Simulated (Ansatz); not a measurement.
**Structures of Cs3AlAg: which is lowest?**

Plane-wave DFT in Ansatz with scalar-relativistic PAW potentials, cutoff 420 eV, Γ-centred meshes chosen by cell and gap, Gaussian smearing with energies taken to zero width. Every cell was relaxed (cell and atoms) in a run of its own, within the symmetry of its start. Functional: PBE.

Relaxed structures (starts from databases or built by putting these elements on another compound's sites):
A. P6_3/mmc, 10 atoms in the computed cell, a = 11.088 Å, c = 5.569 Å; sites (symmetry × multiplicity) Cs mm2 × 6, Al -6m2 × 2, Ag -3m. × 2; start: built
B. Pm-3m, 5 atoms in the computed cell, a = 7.180 Å; sites (symmetry × multiplicity) Cs 4/mm.m × 3, Al m-3m × 1, Ag m-3m × 1; start: built

**Question.** Rank them by energy. Could pressure change the order?

**Answer.**
| structure | group | E − E(lowest) (meV/atom) | V (Å³/atom) | gap on mesh (eV) |
| --- | --- | --- | --- | --- |
| A | P6_3/mmc | 0.0 | 59.30 | 0.00 |
| B | Pm-3m | 116 | 74.03 | 0.00 |

A is lowest, 116 meV/atom under B. The lowest is also the densest of these, so pressure wouldn't bring one of the others in at first order. Other structures may lie lower than all of these, and vibrations aren't counted.

Spin-orbit coupling is left out, which matters for the bands of heavy elements.